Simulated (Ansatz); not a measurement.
Data:

B:
```cif
data_B8
_chemical_formula_sum 'B8'
_space_group_name_H-M_alt 'Fd-3m :1'
_space_group_IT_number 227
_space_group_name_Hall 'F 4d 2 3 -1d'
_cell_length_a 4.03181
_cell_length_b 4.03181
_cell_length_c 4.03181
_cell_angle_alpha 90.000
_cell_angle_beta 90.000
_cell_angle_gamma 90.000
loop_
_atom_site_label
_atom_site_type_symbol
_atom_site_symmetry_multiplicity
_atom_site_Wyckoff_symbol
_atom_site_fract_x
_atom_site_fract_y
_atom_site_fract_z
_atom_site_occupancy
B1 B 8 b 0.50000 0.50000 0.50000 1
```
(The calculation used a cell of 2 atoms; values per cell refer to that cell.)

This is the PBEsol-relaxed structure.

**Question.** All from plane-wave PAW PBEsol (Ansatz code), unless another level is named. Predict the bulk modulus (Birch–Murnaghan fit).

**Answer.** 183 GPa.

**Question.** What about the highest zone-centre frequency?

**Answer.** 71.2 meV.

The start of the workflow was typed in or built on a structure type; neither database checked (COD, Materials Project) lists it. It is not the phase usual at ambient conditions (space group No. 166). The cell was relaxed with PBEsol under the symmetry of its start. At this level the phase is mechanically unstable.

Potentials: the later of the program's two PAW sets.
